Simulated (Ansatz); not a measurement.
Here is the system:

AgI:
Space group P6₃mc (No. 186); a = b = 4.5604 Å, c = 7.4515 Å, α = β = 90.00°, γ = 120.00°

```
atom  site  symmetry       x       y       z
----  ----  --------  ------  ------  ------
Ag      2b       3m.  0.3333  0.6667  0.0024
I       2b       3m.  0.3333  0.6667  0.3775
```

This is the PBEsol-relaxed structure.

**Question.** All from plane-wave PAW PBEsol (Ansatz code), unless another level is named. Give the hole effective mass with spin–orbit coupling.

**Answer.** 0.23, 0.23, 1.3 mₑ (principal values).

**Question.** Next, the band gap?

**Answer.** 1.23 eV (direct).

**Question.** Next, the formation energy from the elements (no fitted shifts)?

**Answer.** -0.19 eV/atom.

Space group P6_3mc (wurtzite). The cell was relaxed with PBEsol under the symmetry of its start. No spin polarisation was allowed. The references are the lowest solids computed at this level, not always the standard phases. Spin–orbit coupling is left out wherever it is not named.

Potentials: the earlier of the program's two PAW sets. The files were generated under PBE; for other functionals the program regenerates the frozen cores, and for LDA and PBEsol the local potential too.
